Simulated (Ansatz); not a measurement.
# Coordination and ³⁷Cl quadrupole coupling in Na6MgCl8

Cell: a Materials Project structure (computed, not necessarily an observed phase), atoms as given.

Space group Fm-3m (No. 225); a = 11.1331 Å.

| site | Wyckoff | site symmetry | x | y | z |
| --- | --- | --- | --- | --- | --- |
| Na | 24d | m.mm | 0.0000 | 0.2500 | 0.2500 |
| Mg | 4a | m-3m | 0.0000 | 0.0000 | 0.0000 |
| Cl8 | 8c | -43m | 0.2500 | 0.2500 | 0.2500 |
| Cl10 | 24e | 4m.m | 0.2273 | 0.5000 | 0.5000 |

One atom of each set is listed; the run and its k-mesh use a cell of 15 atoms with edges of 7.87, 7.87, 7.87 Å.

Method: Kohn–Sham DFT in Ansatz, PBE, plane waves and PAW, scalar-relativistic, 420 eV cutoff, Γ-centred 5×5×5 k-points, Fermi–Dirac smearing 0.02 eV.

Q(³⁷Cl) = -63.93 mb.

Task: Order the Cl environments from the weakest to the strongest quadrupole coupling.
A. Cl8: 6 Na at 2.78 Å
B. Cl10: 1 Mg at 2.53 Å, 4 Na at 2.79 Å

Result: A (0 MHz, η = –), B (3.74 MHz, η = 0.00).

An axis of threefold or higher order runs through Cl10, so V_zz lies along it and η is zero. Cl8 sits on a cubic site, where every gradient vanishes.
